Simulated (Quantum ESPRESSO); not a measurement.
NMR parameters of AgCl

```
AgCl
1.0
    0.00000     2.77315     2.77315
    2.77315     0.00000     2.77315
    2.77315     2.77315     0.00000
Ag Cl
1 1
Direct
  0.50000   0.50000   0.50000
  0.00000   0.00000   0.00000
```
The cell was made here from an entry of the Crystallography Open Database (unchecked): atoms relaxed with PBE in the measured cell (PBE without dispersion, pw.x of a modified build of Quantum ESPRESSO, symmetry kept).  Stability against distortions was not tested. The run has no spin polarisation.

Shieldings are absolute and leave out the bulk-susceptibility term; a larger σ means a smaller chemical shift. By our sweeps, such settings leave a few ppm in absolute σ on light atoms and up to some 20 ppm from Zn on. No spin–orbit coupling; Ag is the heaviest element present. The datasets of Cl hold no d projectors, which limits absolute σ on these atoms. With so small a Kohn–Sham gap, σ hangs strongly on the functional and the mesh. The structure is static (0 K, no zero-point motion).

Q: What do the calculations give at each independent site (shieldings by GIPAW with PBE in Quantum ESPRESSO, on JTH PAW datasets, 25 Ha, k-mesh 8×8×8 shifted, f-sum rule met within 0.001 %)?

A: 
```csv
site,site symmetry,σ_iso (ppm)
Ag (atom 1),m-3m,3380
Cl (atom 2),m-3m,894
```
